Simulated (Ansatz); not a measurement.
Os:
```yaml
crystal:
  lattice:
    - [2.73374, 0.00000, 0.00000]
    - [-1.36687, 2.36749, 0.00000]
    - [0.00000, 0.00000, 4.31245]
  atoms:
    - { symbol: Os, position: [0.33333, 0.66667, 0.75000] }
    - { symbol: Os, position: [0.66667, 0.33333, 0.25000] }
```

Relaxed with r²SCAN+D4. Special points in fractions of this cell's reciprocal vectors: Γ (0.000, 0.000, 0.000); M (0.500, 0.000, 0.000); K (0.333, 0.333, 0.000); A (0.000, 0.000, 0.500); L (0.500, 0.000, 0.500); H (0.333, 0.333, 0.500).

Q: List the band energies nearest the Fermi level at these points for the program Ansatz at the r²SCAN+D4 level (PAW).

A: In eV from the Fermi level; about four levels below and three above (degenerate sets whole), none deeper than 8.9 eV; … stands for higher levels left out; points with the same levels are listed once.

| k | below | above |
|---|---|---|
| Γ | -2.38 -2.38 -1.73 -1.73 -0.07 | … |
| M | -3.80 -3.13 -2.77 -2.01 | 2.06 2.66 2.79 |
| K | -4.92 -3.68 -3.68 -1.47 | 1.52 1.52 2.12 |
| A | -3.47 -3.47 -3.47 -3.47 | … |
| L | -1.35 -1.35 -0.27 -0.27 | 2.42 2.42 … |
| H | -3.69 -3.69 -1.51 -1.51 | 1.65 1.65 … |

Space group P6_3/mmc (hcp (Mg type)). The r²SCAN+D4 relaxation kept the symmetry of its start. The run is not spin-polarised. The pairwise dispersion correction was not fitted to metals. Spin–orbit coupling is left out wherever it is not named.

Potentials: the earlier of the program's two PAW sets.
